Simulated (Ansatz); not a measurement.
### Question
Each is relaxed and computed with the program Ansatz at the PBEsol level (PAW). Which is the only one with a gap?
A) GaSb, Immm (Ga on 2a, Sb on 2c)
B) LaGaO3, R-3c (La on 6a, Ga on 6b, O on 18e)
C) LaSi2, I4_1/amd (La on 4b, Si on 8e)
D) LaC, rock salt

### Answer
B, LaGaO3, R-3c (La on 6a, Ga on 6b, O on 18e). LaGaO3: gap 3.70 eV (indirect); LaSi2: metal; GaSb: metal; LaC: metal. Typed or built starts, not in the databases checked: LaC, rock salt. Not the usual ambient phase: GaSb, Immm (Ga on 2a, Sb on 2c). Standing as an ambient phase not checked: LaGaO3, R-3c (La on 6a, Ga on 6b, O on 18e); LaSi2, I4_1/amd (La on 4b, Si on 8e). Unstable at this level: LaC, rock salt. All cells were relaxed under the symmetry of their starts (and spin orders); stability against distortions was not tested throughout. Scalar-relativistic: spin–orbit coupling is off unless named, which matters more the heavier the elements.

Potentials: the later of the program's two PAW sets.
